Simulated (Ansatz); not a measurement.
**³⁵Cl nuclear quadrupole resonance in Na3MoClO4**

Cell: a measured structure from the Crystallography Open Database (COD), taken as it stands.

```cif
data_structure
_symmetry_space_group_name_H-M 'P 1'
_symmetry_Int_Tables_number 1
_cell_length_a 7.4942
_cell_length_b 7.4942
_cell_length_c 5.3409
_cell_angle_alpha 90.000
_cell_angle_beta 90.000
_cell_angle_gamma 90.000
_cell_volume 299.96
loop_
_atom_site_label
_atom_site_type_symbol
_atom_site_fract_x
_atom_site_fract_y
_atom_site_fract_z
_atom_site_occupancy
Na1 Na 0.75000 0.75000 0.00000 1
Na2 Na 0.75000 0.25000 0.00000 1
Na3 Na 0.25000 0.25000 0.00000 1
Na4 Na 0.25000 0.75000 0.00000 1
Na5 Na 0.50000 0.00000 0.63580 1
Na6 Na 0.00000 0.50000 0.36420 1
Mo7 Mo 0.00000 0.00000 0.50000 1
Mo8 Mo 0.50000 0.50000 0.50000 1
Cl9 Cl 0.50000 0.00000 0.15215 1
Cl10 Cl 0.00000 0.50000 0.84785 1
O11 O 0.81163 0.00000 0.69750 1
O12 O 0.50000 0.31163 0.69750 1
O13 O 0.18837 0.00000 0.69750 1
O14 O 0.50000 0.68837 0.69750 1
O15 O 0.31163 0.50000 0.30250 1
O16 O 0.00000 0.18837 0.30250 1
O17 O 0.68837 0.50000 0.30250 1
O18 O 0.00000 0.81163 0.30250 1
```

Sites (sets of like atoms) are named by element and the number of their first atom in this list.

The numbers come from a DFT calculation in Ansatz (PBE, plane waves and PAW, scalar-relativistic, 420 eV cutoff, Γ-centred 3×3×5 k-points, Fermi–Dirac smearing 0.02 eV).

³⁵Cl: I = 3/2, Q = -81.12 mb (year-2017 value). Static lattice, zero field.

Question: Predict the zero-field ³⁵Cl lines of each site.

Answer: For I = 3/2 there is one line, ν = (|C_Q|/2)(1 + η²/3)^½.

```tsv
site	atoms	V_zz (10²¹ V/m²)	C_Q (MHz)	η	line frequencies (MHz)
Cl	9, 10	-1.63	3.19	0.00	1.59
```

Question: And for Cl-37 (I = 3/2, Q = -63.93 mb) on Cl?

Answer: C_Q scales with Q to 2.51 MHz, with lines at 1.26 MHz.

An axis of threefold or higher order runs through Cl, so V_zz lies along it and η is zero.

The largest force is 0.8 eV/Å, so the atoms aren't at the calculated equilibrium and relaxing them would move these values.
